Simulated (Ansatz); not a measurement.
# SbO5: start and end of a relaxation

The cell of SbO5 is invented: random cell by space group and Wyckoff sites (P6/mmm, No. 191). The dimensions are guesses.

start.cif

```cif
data_structure
_symmetry_space_group_name_H-M 'P 1'
_symmetry_Int_Tables_number 1
_cell_length_a 4.0723
_cell_length_b 4.0723
_cell_length_c 5.2432
_cell_angle_alpha 90.000
_cell_angle_beta 90.000
_cell_angle_gamma 120.000
_cell_volume 75.30
loop_
_atom_site_label
_atom_site_type_symbol
_atom_site_fract_x
_atom_site_fract_y
_atom_site_fract_z
_atom_site_occupancy
Sb1 Sb 0.00000 0.00000 0.00000 1
O1 O 0.33333 0.66667 0.29637 1
O2 O 0.33333 0.66667 0.70363 1
O3 O 0.66667 0.33333 0.70363 1
O4 O 0.66667 0.33333 0.29637 1
O5 O 0.00000 0.00000 0.50000 1
```

Method: DFT PBE, scalar-relativistic, plane waves, PAW (Ansatz 0.2.0). Cutoff 420 eV, Gaussian smearing, Γ-centred meshes. Cell and atoms relax first on a coarse mesh and then on a finer one. In between, the cell is made exact in the group found at 0.06 Å. In metals the finer mesh still leaves noise of several meV/atom or more. The steps can't lower the symmetry of their start. No spin polarisation.

end.cif

```cif
data_structure
_symmetry_space_group_name_H-M 'P 1'
_symmetry_Int_Tables_number 1
_cell_length_a 4.6315
_cell_length_b 4.6315
_cell_length_c 4.0636
_cell_angle_alpha 90.000
_cell_angle_beta 90.000
_cell_angle_gamma 120.000
_cell_volume 75.49
loop_
_atom_site_label
_atom_site_type_symbol
_atom_site_fract_x
_atom_site_fract_y
_atom_site_fract_z
_atom_site_occupancy
Sb1 Sb 0.00000 0.00000 0.00000 1
O1 O 0.33333 0.66667 0.16427 1
O2 O 0.33333 0.66667 0.83573 1
O3 O 0.66667 0.33333 0.83573 1
O4 O 0.66667 0.33333 0.16427 1
O5 O 0.00000 0.00000 0.50000 1
```

The symmetry stays P6/mmm (No. 191). The volume per atom stays near 12.6 Å³. The shortest distance goes from 2.14 Å (O–O) to 1.34 Å (O–O). The ratio c/a of the conventional cell changes by a factor of 0.68. The energy falls by about 1.4 eV/atom (the start's value is from the coarse mesh). The end is written in a standard setting, so origin, axes and order of atoms can differ from the start's.

For SbO5, the volume per atom is 12.6 Å³ and the density is 4.4 g/cm³. The formation energy is +0.13 eV/atom and the gap on the 12×12×10 mesh of the 6-atom cell is 0 eV (a metal).

Energies over the elements count from the elements' standard structures at the same level (O₂ as a molecule), with no fitted energy shifts. The separate elements lie lower, so it is unstable against them.

The last run used Gaussian smearing of 0.10 eV. No dispersion correction is applied, so the spacing and binding between layers, chains or molecules are poorly described. These runs have no spin–orbit coupling, which can matter for Sb. An odd number of electrons in the primitive cell allows no gap without spin; a larger cell or a magnetic state could open one. The cell is a metal run without spin; a magnetic state may lie lower. Symmetry constrained the relaxation, so the result can be a saddle point. In all, the 3 runs took 2.8 min on 1 thread of Arm Neoverse V1, with other jobs on the host.
